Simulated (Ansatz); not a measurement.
Given:

SnO2:
```
CELL_PARAMETERS angstrom
      4.75527     0.00000     0.00000
      0.00000     4.75527     0.00000
      0.00000     0.00000     3.18845
ATOMIC_POSITIONS crystal
  Sn 0.00000 0.00000 0.00000
  Sn 0.50000 0.50000 0.50000
  O  0.30612 0.30612 0.00000
  O  0.80612 0.19388 0.50000
  O  0.19388 0.80612 0.50000
  O  0.69388 0.69388 0.00000
```

This is the HSE06-relaxed structure.

Question: All from HSE06 (plane waves, PAW; program Ansatz), unless another level is named. Predict the gap with spin–orbit coupling.

Answer: 2.93 eV (at the special points and the edges found without it).

Question: Give the valence-band maximum.

Answer: at Γ.

Space group P4_2/mnm (rutile). The cell was relaxed with HSE06 under the symmetry of its start. The hybrid was solved on a coarse mesh, the path and, where they were found, the r²SCAN edge points; its band edges are the extreme levels among these. Spin–orbit coupling is left out wherever it is not named.

Potentials: the later of the program's two PAW sets.
